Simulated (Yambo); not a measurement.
Here is the system:

```
CELL_PARAMETERS angstrom
      3.93078     0.00000     0.00000
     -1.96539     3.40416     0.00000
      0.00000     0.00000     6.11195
ATOMIC_POSITIONS crystal
  O  0.66667 0.33333 0.35411
  O  0.33333 0.66667 0.64589
  O  0.00000 0.00000 0.00000
  La 0.66667 0.33333 0.75376
  La 0.33333 0.66667 0.24624
```

Workflow: PBEsol (Quantum ESPRESSO, PseudoDojo norm-conserving, 110 Ry, with spin-orbit coupling), then G0W0 in Yambo (3×3×2 Γ-centred k mesh, 312 bands and a 8 Ry block in the screening, 312 bands in G with the Bruneval-Gonze terminator, plasmon pole fitted at 27.2 eV).

### Question
Give the PBEsol and G0W0 gaps between the band edges found on this mesh, and say where the edges lie.

### Answer
Edges: (0, 0.333, -0.5) → K. PBEsol: 3.85 eV; G0W0: 5.25 eV. The mesh misses an edge: along a dense path the PBEsol gap is 3.76 eV. Convergence of the G0W0 settings was not tested. The k mesh is coarse. The 4f states are in the valence at their DFT position.

Geometry of the Materials Project entry, not relaxed at this level.
